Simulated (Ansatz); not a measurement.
An Ansatz (a quantum-chemistry and plane-wave program) run. Input:

Ansatz 0.2 input:
```yaml
crystal:
  lattice:
    - [-5.0809152773, 5.0809152773, 5.0809152773]
    - [5.0809152773, -5.0809152773, 5.0809152773]
    - [5.0809152773, 5.0809152773, -5.0809152773]
  atoms:
    - { symbol: In, position: [0.5, 0.5, 0.5] }
    - { symbol: In, position: [0.5, 0.0, 0.0] }
    - { symbol: In, position: [0.0, 0.0, 0.5] }
    - { symbol: In, position: [0.0, 0.5, 0.0] }
    - { symbol: In, position: [0.25, 0.7160260807, 0.4660260807] }
    - { symbol: In, position: [0.75, 0.7839739193, 0.0339739193] }
    - { symbol: In, position: [0.4660260807, 0.25, 0.7160260807] }
    - { symbol: In, position: [0.0339739193, 0.75, 0.7839739193] }
    - { symbol: In, position: [0.7160260807, 0.4660260807, 0.25] }
    - { symbol: In, position: [0.7839739193, 0.0339739193, 0.75] }
    - { symbol: In, position: [0.75, 0.2839739193, 0.5339739193] }
    - { symbol: In, position: [0.25, 0.2160260807, 0.9660260807] }
    - { symbol: In, position: [0.5339739193, 0.75, 0.2839739193] }
    - { symbol: In, position: [0.9660260807, 0.25, 0.2160260807] }
    - { symbol: In, position: [0.2839739193, 0.5339739193, 0.75] }
    - { symbol: In, position: [0.2160260807, 0.9660260807, 0.25] }
    - { symbol: O, position: [0.536657598, 0.7721590713, 0.5445340748] }
    - { symbol: O, position: [0.7276249965, 0.9921235232, 0.9554659252] }
    - { symbol: O, position: [0.7723750035, 0.7278409287, 0.2644985268] }
    - { symbol: O, position: [0.963342402, 0.5078764768, 0.2355014732] }
    - { symbol: O, position: [0.5445340748, 0.536657598, 0.7721590713] }
    - { symbol: O, position: [0.9554659252, 0.7276249965, 0.9921235232] }
    - { symbol: O, position: [0.2644985268, 0.7723750035, 0.7278409287] }
    - { symbol: O, position: [0.2355014732, 0.963342402, 0.5078764768] }
    - { symbol: O, position: [0.7721590713, 0.5445340748, 0.536657598] }
    - { symbol: O, position: [0.9921235232, 0.9554659252, 0.7276249965] }
    - { symbol: O, position: [0.7278409287, 0.2644985268, 0.7723750035] }
    - { symbol: O, position: [0.5078764768, 0.2355014732, 0.963342402] }
    - { symbol: O, position: [0.463342402, 0.2278409287, 0.4554659252] }
    - { symbol: O, position: [0.2723750035, 0.0078764768, 0.0445340748] }
    - { symbol: O, position: [0.2276249965, 0.2721590713, 0.7355014732] }
    - { symbol: O, position: [0.036657598, 0.4921235232, 0.7644985268] }
    - { symbol: O, position: [0.4554659252, 0.463342402, 0.2278409287] }
    - { symbol: O, position: [0.0445340748, 0.2723750035, 0.0078764768] }
    - { symbol: O, position: [0.7355014732, 0.2276249965, 0.2721590713] }
    - { symbol: O, position: [0.7644985268, 0.036657598, 0.4921235232] }
    - { symbol: O, position: [0.2278409287, 0.4554659252, 0.463342402] }
    - { symbol: O, position: [0.0078764768, 0.0445340748, 0.2723750035] }
    - { symbol: O, position: [0.2721590713, 0.7355014732, 0.2276249965] }
    - { symbol: O, position: [0.4921235232, 0.7644985268, 0.036657598] }
kpoints:
  mp_grid: { grid: [4, 4, 4] }
hamiltonian:
  xc: pbesol
  pseudopotentials: { kind: paw }
scf:
  occupations: { method: fixed }
dielectric: {}
```

Output (shortened):

```
Pseudopotential: In, paw, valence charge 13
Pseudopotential: O, paw, valence charge 6
Functional definition: PBEsol
Crystal: 40 atoms, lattice volume = 524.670 Å³
Basis set: ecut = 420 eV, 10185 PW (Γ), exchange–correlation on 120×120×120 points (8 copies of the dense FFT grid, shifted against one another)
Bands: 216, of which v1, the nominal top of the filled ones, is band 176 counted from 1 (175 counted from 0)
Symmetry: 24 space group operations
k-points: 18 of 64 (irreducible under 4 space group operations, time reversal used)
SCF iter   1: F=—  HF=-101871.657245 eV  |F-HF|=—  |Δ(HF+E_count)|=         —  Δρ=1.68e-2  dr2=1.22e0  ethr=1.77e-3  ⟨swp⟩=5.0  Hψ=12447  notcnv=0  defer=661
preconditioner: auto → Resta (q_TF=auto, 2.553 Å⁻¹)
SCF iter   2: F=—  HF=-101871.327052 eV  |F-HF|=—  |Δ(HF+E_count)|=   3.30e-1  Δρ=3.07e-3  dr2=2.49e-2  ethr=3.45e-4  ⟨swp⟩=2.0  Hψ=6042  notcnv=0  defer=663
SCF iter   3: F=—  HF=-101871.321275 eV  |F-HF|=—  |Δ(HF+E_count)|=   5.78e-3  Δρ=1.24e-3  dr2=6.07e-3  ethr=7.07e-6  ⟨swp⟩=2.1  Hψ=5876  notcnv=0  defer=679
SCF iter   4: F=—  HF=-101871.321097 eV  |F-HF|=—  |Δ(HF+E_count)|=   1.78e-4  Δρ=4.30e-4  dr2=9.08e-4  ethr=1.72e-6  ⟨swp⟩=2.0  Hψ=5532  notcnv=0  defer=659
SCF iter   5: F=—  HF=-101871.321229 eV  |F-HF|=—  |Δ(HF+E_count)|=   1.32e-4  Δρ=7.25e-5  dr2=4.48e-5  ethr=2.58e-7  ⟨swp⟩=2.3  Hψ=6479  notcnv=0  defer=630
SCF iter   6: F=—  HF=-101871.321247 eV  |F-HF|=—  |Δ(HF+E_count)|=   1.79e-5  Δρ=1.09e-5  dr2=7.40e-7  ethr=1.27e-8  ⟨swp⟩=2.0  Hψ=4970  notcnv=0  defer=630
SCF iter   7: F=—  HF=-101871.320325 eV  |F-HF|=—  |Δ(HF+E_count)|=   9.22e-4  Δρ=1.90e-6  dr2=2.18e-8  ethr=2.10e-10  ⟨swp⟩=2.0  Hψ=6063  notcnv=0  defer=630
SCF iter   8: F=—  HF=-101871.320326 eV  |F-HF|=—  |Δ(HF+E_count)|=   2.09e-8  Δρ=4.37e-7  dr2=1.57e-9  ethr=6.18e-12  ⟨swp⟩=2.0  Hψ=6391  notcnv=0  defer=630
SCF iter  10: F=-101871.320326 eV  HF=-101871.320326 eV  |F-HF|=4.37e-11  |Δ(HF+E_count)|=  8.73e-11  Δρ=4.65e-8  dr2=1.68e-11  ethr=1.00e-12  ⟨swp⟩=10.6  Hψ=15369  notcnv=0
SCF 1 converged in 10 iterations: F = -101871.320326 eV  dr2 = 1.68e-11
DFPT response loops at Γ: preconditioner auto → Resta (q_TF=auto, 2.553 Å⁻¹)  ε∞=7.6 (no band partly filled) …
── the response to a field inside a basis, on 6×6×6 k-points: an SCF that follows is theirs, and a resumed run solves both again ──
Crystal: 40 atoms, lattice volume = 524.670 Å³
Bands: 177, of which v1, the nominal top of the filled ones, is band 176 counted from 1 (175 counted from 0)
k-points: 17 of 216
SCF iter   1: F=—  HF=-101868.218254 eV  |F-HF|=—  |Δ(HF+E_count)|=         —  Δρ=5.58e-4  dr2=7.47e-4  ethr=1.00e-1
preconditioner: auto → Resta (q_TF=auto, 2.553 Å⁻¹)
SCF iter   2: F=—  HF=-101868.218366 eV  |F-HF|=—  |Δ(HF+E_count)|=   1.12e-4  Δρ=3.30e-4  dr2=3.37e-4  ethr=2.12e-7
SCF iter   3: F=—  HF=-101868.218346 eV  |F-HF|=—  |Δ(HF+E_count)|=   2.03e-5  Δρ=4.14e-5  dr2=1.11e-5  ethr=9.57e-8
SCF iter   4: F=—  HF=-101868.218349 eV  |F-HF|=—  |Δ(HF+E_count)|=   3.26e-6  Δρ=1.76e-5  dr2=2.51e-6  ethr=3.15e-9
SCF iter   5: F=—  HF=-101868.218350 eV  |F-HF|=—  |Δ(HF+E_count)|=   8.60e-7  Δρ=1.22e-5  dr2=6.22e-7  ethr=7.12e-10
SCF iter   6: F=-101868.218350 eV  HF=-101868.218350 eV  |F-HF|=3.30e-8  |Δ(HF+E_count)|=   4.27e-8  Δρ=3.03e-6  dr2=5.80e-8  ethr=1.77e-10
SCF 1 converged in 6 iterations: F = -101868.218350 eV  dr2 = 5.80e-8
DFPT response loops at Γ: preconditioner auto → Resta (q_TF=auto, 2.553 Å⁻¹)  ε∞=6.9 (no band partly filled) …
SCF converged after 10 iterations
Free energy (F): -101871.320326 eV
Harris-Foulkes:  -101871.320326 eV  (|F-HF|=4.37e-11)
Internal energy: -101871.320326 eV  (E = F + TS)
E sigma→0 (E₀):  -101871.320326 eV
Fermi energy:    8.461594 eV
--- Per-component energies (eV) ---
  E_band       = -55.554427
  E_kinetic    = 8119.090089
  E_local      = -24519.465017  (includes V_loc(G=0)·N_el)
  E_nonlocal   = 7120.695407
  E_hartree    = 9440.081491
  E_xc         = -5137.538748
  E_vxc        = -3813.909369  (∫ρ·V_xc dr)
  E_paw        = -69094.452594  (= ΣΔE_a)
  E_vpaw       = -5842.186462  (= ΣTr[D̂ρ^β])
  E_aug_tail   = 0.057870  (compensation charges beyond the density's cutoff)
  E_ewald      = -27804.410173
  E_core_change = 4.621350  (= ΣΔE_core)
  E_smearing   =  0.000000  (= −TS)
  E_closure    = 0.000000  (closes the sum)
  Σ components = -101871.320326   (vs F -101871.320326, Δ=0.00e0)
  [band-id]    e_kinetic+e_local+e_nonlocal+2·e_hartree+e_vxc+e_vpaw+e_augmentation_tail = -55.554500   (vs E_band -55.554427, Δ=-7.26e-5)
--- Band table (eV; the first three rows and the last of 18) ---
  k-point 0: bands = ["-9.2259", "-8.6051", "-8.6051", "-8.5307", "-8.5307", "-8.5307", "-8.4727", "-8.4727", "-8.4727", "-8.4396", "-8.4396", "-8.4396", "-8.2088", "-8.2088", "-8.2088", "-8.1992", "-8.1992", "-8.1282", "-8.1282", "-8.1282", "-8.0624", …
  k-point 1: bands = ["-9.1547", "-8.7289", "-8.6531", "-8.6126", "-8.5801", "-8.5354", "-8.4774", "-8.4508", "-8.4293", "-8.4205", "-8.3856", "-8.3492", "-8.2341", "-8.2160", "-8.1928", "-8.1844", "-8.1681", "-8.1617", "-8.1243", "-8.1136", "-8.0762", …
  k-point 2: bands = ["-8.9652", "-8.9652", "-8.6737", "-8.6737", "-8.5850", "-8.5850", "-8.4299", "-8.4299", "-8.3885", "-8.3885", "-8.3061", "-8.3061", "-8.2762", "-8.2762", "-8.2141", "-8.2141", "-8.1445", "-8.1445", "-8.1290", "-8.1290", "-8.0491", …
  k-point 17: bands = ["-8.7851", "-8.7851", "-8.7851", "-8.6764", "-8.6764", "-8.6764", "-8.5268", "-8.5268", "-8.5268", "-8.5156", "-8.2297", "-8.2297", "-8.2091", "-8.2091", "-8.2091", "-8.2087", "-8.2087", "-8.1029", "-8.1029", "-8.1029", "-7.9810", …
--- Dielectric response (ions clamped): 3 representative field directions + reference, inside a basis on a mesh of 216 k-points (Σ response iterations 18) ---
  ε∞ (high-frequency dielectric tensor):
        4.918334     0.000000     0.000000
        0.000000     4.918334     0.000000
        0.000000     0.000000     4.918334
  Born effective charges Z* (e; rows j = field, columns β = displacement):
    site 0:
         3.23957   -0.25871   -0.39625
        -0.39625    3.23957   -0.25871
        -0.25871   -0.39625    3.23957
    site 1:
         3.23957   -0.25871    0.39625
        -0.39625    3.23957    0.25871
         0.25871    0.39625    3.23957
    site 2:
         3.23957    0.25871   -0.39625
         0.39625    3.23957    0.25871
        -0.25871    0.39625    3.23957
    site 3:
         3.23957    0.25871    0.39625
         0.39625    3.23957   -0.25871
         0.25871   -0.39625    3.23957
    site 4:
         3.19176    0.00000    0.00000
         0.00000    3.39035   -0.33559
         0.00000   -0.20890    3.17194
    site 5:
         3.19176    0.00000    0.00000
         0.00000    3.39035    0.33559
         0.00000    0.20890    3.17194
    site 6:
         3.17194    0.00000   -0.20890
         0.00000    3.19176    0.00000
        -0.33559    0.00000    3.39035
    site 7:
         3.17194    0.00000    0.20890
         0.00000    3.19176    0.00000
         0.33559    0.00000    3.39035
    site 8:
         3.39035   -0.33559    0.00000
        -0.20890    3.17194    0.00000
         0.00000    0.00000    3.19176
    site 9:
         3.39035    0.33559    0.00000
         0.20890    3.17194    0.00000
         0.00000    0.00000    3.19176
    site 10:
         3.19176    0.00000    0.00000
         0.00000    3.39035   -0.33559
         0.00000   -0.20890    3.17194
    site 11:
         3.19176    0.00000    0.00000
         0.00000    3.39035    0.33559
         0.00000    0.20890    3.17194
    site 12:
         3.17194    0.00000   -0.20890
         0.00000    3.19176    0.00000
        -0.33559    0.00000    3.39035
    site 13:
         3.17194    0.00000    0.20890
         0.00000    3.19176    0.00000
         0.33559    0.00000    3.39035
    site 14:
         3.39035   -0.33559    0.00000
        -0.20890    3.17194    0.00000
         0.00000    0.00000    3.19176
    site 15:
         3.39035    0.33559    0.00000
         0.20890    3.17194    0.00000
         0.00000    0.00000    3.19176
    site 16:
        -2.07664   -0.01963   -0.17755
        -0.05178   -2.04174   -0.16221
        -0.14590   -0.15081   -2.37843
    site 17:
        -2.07664   -0.01963    0.17755
        -0.05178   -2.04174    0.16221
         0.14590    0.15081   -2.37843
    site 18:
        -2.07664    0.01963   -0.17755
         0.05178   -2.04174    0.16221
        -0.14590    0.15081   -2.37843
    site 19:
        -2.07664    0.01963    0.17755
         0.05178   -2.04174   -0.16221
         0.14590   -0.15081   -2.37843
    site 20:
        -2.37843   -0.14590   -0.15081
        -0.17755   -2.07664   -0.01963
        -0.16221   -0.05178   -2.04174
    site 21:
        -2.37843    0.14590    0.15081
         0.17755   -2.07664   -0.01963
         0.16221   -0.05178   -2.04174
    site 22:
        -2.37843   -0.14590    0.15081
        -0.17755   -2.07664    0.01963
         0.16221    0.05178   -2.04174
    site 23:
        -2.37843    0.14590   -0.15081
         0.17755   -2.07664    0.01963
        -0.16221    0.05178   -2.04174
    site 24:
        -2.04174   -0.16221   -0.05178
        -0.15081   -2.37843   -0.14590
        -0.01963   -0.17755   -2.07664
    site 25:
        -2.04174    0.16221   -0.05178
         0.15081   -2.37843    0.14590
        -0.01963    0.17755   -2.07664
    site 26:
        -2.04174    0.16221    0.05178
         0.15081   -2.37843   -0.14590
         0.01963   -0.17755   -2.07664
    site 27:
        -2.04174   -0.16221    0.05178
        -0.15081   -2.37843    0.14590
         0.01963    0.17755   -2.07664
    site 28:
        -2.07664   -0.01963   -0.17755
        -0.05178   -2.04174   -0.16221
        -0.14590   -0.15081   -2.37843
    site 29:
        -2.07664   -0.01963    0.17755
        -0.05178   -2.04174    0.16221
         0.14590    0.15081   -2.37843
    site 30:
        -2.07664    0.01963   -0.17755
         0.05178   -2.04174    0.16221
        -0.14590    0.15081   -2.37843
    site 31:
        -2.07664    0.01963    0.17755
         0.05178   -2.04174   -0.16221
         0.14590   -0.15081   -2.37843
    site 32:
        -2.37843   -0.14590   -0.15081
        -0.17755   -2.07664   -0.01963
        -0.16221   -0.05178   -2.04174
    site 33:
        -2.37843    0.14590    0.15081
         0.17755   -2.07664   -0.01963
         0.16221   -0.05178   -2.04174
    site 34:
        -2.37843   -0.14590    0.15081
        -0.17755   -2.07664    0.01963
         0.16221    0.05178   -2.04174
    site 35:
        -2.37843    0.14590   -0.15081
         0.17755   -2.07664    0.01963
        -0.16221    0.05178   -2.04174
    site 36:
        -2.04174   -0.16221   -0.05178
        -0.15081   -2.37843   -0.14590
        -0.01963   -0.17755   -2.07664
    site 37:
        -2.04174    0.16221   -0.05178
         0.15081   -2.37843    0.14590
        -0.01963    0.17755   -2.07664
    site 38:
        -2.04174    0.16221    0.05178
         0.15081   -2.37843   -0.14590
         0.01963   -0.17755   -2.07664
    site 39:
        -2.04174   -0.16221    0.05178
        -0.15081   -2.37843    0.14590
         0.01963    0.17755   -2.07664
  Z* charge neutrality: 1.681e-2 e pre-enforcement
  solved inside a basis spanned on kpoints, on 6×6×6 k-points, taken by the longest dipole's decay: ε∞ is read to err by 3.3e-2, Z* by 7.7e-2 e (field_mesh …
```

Cost: roughly 60 core-minutes on shared cores.

Space group Ia-3 (bixbyite). The cell was relaxed with PBEsol under the symmetry of its start. Spin–orbit coupling is left out wherever it is not named.

Potentials: the later of the program's two PAW sets.

Ansatz is a plane-wave DFT program.
